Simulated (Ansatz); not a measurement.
One crystal and one scan (energy against volume) at two levels, PBE (plane waves to 420 eV, PAW, scalar-relativistic; Ansatz, a quantum-chemistry and plane-wave program) and r2SCAN (plane waves to 500 eV, PAW, scalar-relativistic; Ansatz), each from its own relaxed cell and on its own mesh. The cell shown is that of PBE.

Hf (hcp, Mg type)

```
Hf
1.0
    3.20421     0.00000     0.00000
   -1.60210     2.77493     0.00000
    0.00000     0.00000     5.06906
Hf
2
Direct
  0.33333   0.66667   0.75000
  0.66667   0.33333   0.25000
```

This relaxed cell (volume V₀) is scaled evenly in all directions, its shape held. Symmetry pins the atoms to their sites.

Energies are smeared free energies. Hf is run without spin polarisation. Hf was relaxed with its symmetry unable to fall. Spin-orbit coupling is left out, though Hf is heavy. With the shape held, the modulus is that of even scaling; a crystal free to change shape is softer. Percentages come from the unrounded values. Both scans cover V/V₀ from 0.840 to 1.160.

| quantity | PBE | r2SCAN | PBE − r2SCAN |
|---|---|---|---|
| Lattice constant a (Å) | 3.204 | 3.198 | +0.006 (+0.2 %) |
| Lattice constant c (Å) | 5.069 | 5.047 | +0.022 (+0.4 %) |
| Relaxed volume (Å³/atom) | 22.54 | 22.35 | +0.19 (+0.8 %) |
| Pressure at the smallest volume (GPa) | 25.1 | 25.6 | -0.5 (-2 %) |
| Energy cost of the largest compression (meV/atom) | 248 | 253 | -5 (-2 %) |
| Energy cost of the largest expansion (meV/atom) | 154 | 159 | -5 (-3 %) |
| Bulk modulus at fixed cell shape B₀ (third-order Birch-Murnaghan fit) (GPa) | 107.1 | 110.6 | -3.5 (-3.2 %) |
| Pressure derivative B₀′ (fit) | 3.4 | 3.3 | +0.1 (+4 %) |
| Pressure for 5 % compression (fit) (GPa) | 6.0 | 6.2 | -0.2 (-3 %) |

PBE gives the higher value for: lattice constant c; relaxed volume. PBE gives the lower value for: pressure at the smallest volume; energy cost of the largest compression; energy cost of the largest expansion; bulk modulus at fixed cell shape B₀. They agree on: lattice constant a (within 0.2 %).

ΔE (meV/atom), each from the relaxed starting cell of its own level:

| V/V₀ | PBE | r2SCAN |
|---|---|---|
| 0.840 | 248 | 253 |
| 0.880 | 131 | 133 |
| 0.920 | 55 | 56 |
| 0.960 | 13 | 13 |
| 1.000 | 0 | 0 |
| 1.040 | 11 | 12 |
| 1.080 | 43 | 44 |
| 1.120 | 92 | 94 |
| 1.160 | 154 | 159 |

(A scan under strain: stresses follow from slopes of the energy per volume, elastic moduli from its curvatures.)
